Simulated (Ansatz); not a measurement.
SnGe in space group Pmma (No. 51; Ge on 2e, Sn on 2f) at seven volumes, DFT-PBE in the program Ansatz with PAW potentials, shape and atoms relaxed at each. One row is withheld.

```
V (Å³/atom)  P (GPa)
-----------  -------
27.412          5.21
28.315          3.17
29.219          1.45
30.123          0.00
31.026         -1.23
31.930         -2.26
32.834             ?
```

Q: Fit the shown pressures and predict the withheld one.

A: P = (3/2)B₀(x^(7/2) − x^(5/2))[1 + (3/4)(B′ − 4)(x − 1)] with x = (V₀/V)^(2/3). Least squares on the six rows gives V₀ = 30.122 Å³/atom, B₀ = 44.4 GPa, B′ = 4.64. At V = 32.834, x = 0.9441 and P = -3.14 GPa. The run itself gave -3.11 GPa.

The start of the workflow was typed in or built on a structure type; neither database checked (COD, Materials Project) lists it. Its standing as an ambient phase is unchecked. Symmetry was held in the PBE relaxation; its stability against distortions is not shown here. Spin–orbit coupling is left out wherever it is not named.

Potentials: the later of the program's two PAW sets.
